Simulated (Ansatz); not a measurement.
A relaxation computed with Ansatz, from input to last step.

```yaml
crystal:
  lattice:
    - [3.7433954441, 0.0, 0.0]
    - [-1.8716977221, 3.241875551, 0.0]
    - [0.0, 0.0, 7.2461536189]
  atoms:
    - { symbol: Ti, position: [0.0, 0.0, 0.0] }
    - { symbol: Ti, position: [0.0, 0.0, 0.5] }
    - { symbol: Te, position: [0.3333333333, 0.6666666667, 0.25] }
    - { symbol: Te, position: [0.6666666667, 0.3333333333, 0.75] }
basis:
  ecutwfc: 500
kpoints:
  mp_grid: { grid: [12, 12, 8] }
hamiltonian:
  xc: r2scan
scf:
  occupations: { method: gaussian, width: 0.1 }
output:
  forces: true
  stress: true
  eigenvalues: true
relax:
  adjacent_minimum: "off"
  f_tol: 0.01
  max_steps: 30
  cell: { stress_tol: 0.1, fix: [volume] }
```

```bash
ansatz run input.yaml --threads 1 --pin off --max-ram 2560MiB --backend cpu --events-out ev --progress --plain --runs-dir out
```

Theory: DFT r2SCAN, scalar-relativistic, plane waves, PAW (Ansatz).

The volume is held at 1.03 times that of the relaxed cell.

Of 4 frames 3 are shown, positions in Å and forces in eV/Å; the SCF threshold varies from step to step. Steps run on the plane waves of an earlier cell, with a Pulay correction in the pressure. The basis is chosen afresh for the last frame, the zero of the energies, and at times for earlier ones too; energy and pressure step there, also at an unchanged geometry.

```xyz
4
Lattice="3.7434 0.0000 0.0000 -1.8717 3.2419 0.0000 0.0000 0.0000 7.2462" Properties=species:S:1:pos:R:3:forces:R:3 pbc="T T T" step=1 free_energy_over_end_meV_per_atom=0.41 pressure_GPa=-2.59
Ti    0.0000    0.0000    0.0000    0.0000    0.0000    0.0000
Ti    0.0000    0.0000    3.6231    0.0000    0.0000    0.0000
Te    0.0000    2.1612    1.8115    0.0000    0.0000    0.0000
Te    1.8717    1.0806    5.4346    0.0000    0.0000    0.0000
4
Lattice="3.7653 0.0000 0.0000 -1.8826 3.2608 0.0000 0.0000 0.0000 7.1622" Properties=species:S:1:pos:R:3:forces:R:3 pbc="T T T" step=2 free_energy_over_end_meV_per_atom=0.12 pressure_GPa=-2.27
Ti    0.0000    0.0000    0.0000    0.0000    0.0000    0.0000
Ti    0.0000    0.0000    3.5811    0.0000    0.0000    0.0000
Te    0.0000    2.1739    1.7905    0.0000    0.0000    0.0000
Te    1.8826    1.0869    5.3716    0.0000    0.0000    0.0000
4
Lattice="3.7578 0.0000 0.0000 -1.8789 3.2543 0.0000 0.0000 0.0000 7.1908" Properties=species:S:1:pos:R:3:forces:R:3 pbc="T T T" step=4 free_energy_over_end_meV_per_atom=0.00 pressure_GPa=-2.38
Ti    0.0000    0.0000    0.0000    0.0000    0.0000    0.0000
Ti    0.0000    0.0000    3.5954    0.0000    0.0000    0.0000
Te    0.0000    2.1696    1.7977    0.0000    0.0000    0.0000
Te    1.8789    1.0848    5.3931    0.0000    0.0000    0.0000
```

It took 2.6 min on 1 thread of Arm Neoverse V1, on a shared host, peak memory 0.76 GiB.